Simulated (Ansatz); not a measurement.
**Ti₂CuSb₃: strain energy, fitted**

Ti₂CuSb₃, P-4m2, a = 3.749 Å, c = 8.171 Å. The structure is a COD entry; whether it is the stable form wasn't checked. Ansatz: PBEsol, PAW, 420 eV, Γ-centred 10×10×6 mesh on 6 atoms, Gaussian smearing 0.10 eV; no spin polarisation. Series: equal strain along all axes, cell held, atoms relaxed; x is the strain in per cent. y is the free energy over the unstrained cell, V0 = 19.139 Å³/atom.

```
x (%) y (meV/atom)
 -6.0        254.31
 -4.0        104.78
 -2.0         24.26
  0.0          0.00
  2.0             ?
  4.0         79.42
  6.0        166.92
```

Q: Fit y = c2 x² + c3 x³ to the other rows, turn c2 into a modulus, and predict the missing energy.

A: Least squares on the rows shown. y = 5.8340 x² − 0.20190 x³. In eV per unit strain² c2 is 58.34; the stiffness is B for this strain (E = 9/2 B V0 ε², shape held): 2 × 58.34 × 160.2 / (9 × 19.139) = 109 GPa. At x = 2.0 the fit asked for gives 21.72 meV/atom. The run gave 21.33 meV/atom, so the fit is 0.39 meV/atom too high, within the rms miss on the fitted rows (0.94 meV/atom).